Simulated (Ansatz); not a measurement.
Input:

NiGe:
```yaml
crystal:
  lattice:
    - [2.92896, 0.00000, 0.00000]
    - [0.00000, 2.92896, 0.00000]
    - [0.00000, 0.00000, 2.92896]
  atoms:
    - { symbol: Ni, position: [0.00000, 0.00000, 0.00000] }
    - { symbol: Ge, position: [0.50000, 0.50000, 0.50000] }
```

This is the PBEsol-relaxed structure.

**Question.** All from DFT-PBEsol in the program Ansatz with PAW potentials, unless another level is named. Predict the highest zone-centre frequency.

**Answer.** 149 cm^-1.

**Question.** Give the Hill bulk and shear moduli.

**Answer.** 155 and 17.1 GPa.

Space group Pm-3m (CsCl type). The cell is a constructed one: a structure type filled with these elements; neither database checked (COD, Materials Project) lists it. COD files the formula under space group No. 62. Its standing as an ambient phase is unchecked. The PBEsol relaxation kept the symmetry of its start; its stability against distortions is not shown here. The workflow began spin-polarised and lost its moments. As this level gives no gap, shear constants depend on the k-mesh and smearing (Fermi–Dirac, 0.1 eV here). As this level gives no gap, phonon frequencies hold no LO–TO term and depend on the k-mesh and smearing (Fermi–Dirac, 0.1 eV here).

Potentials: the later of the program's two PAW sets.
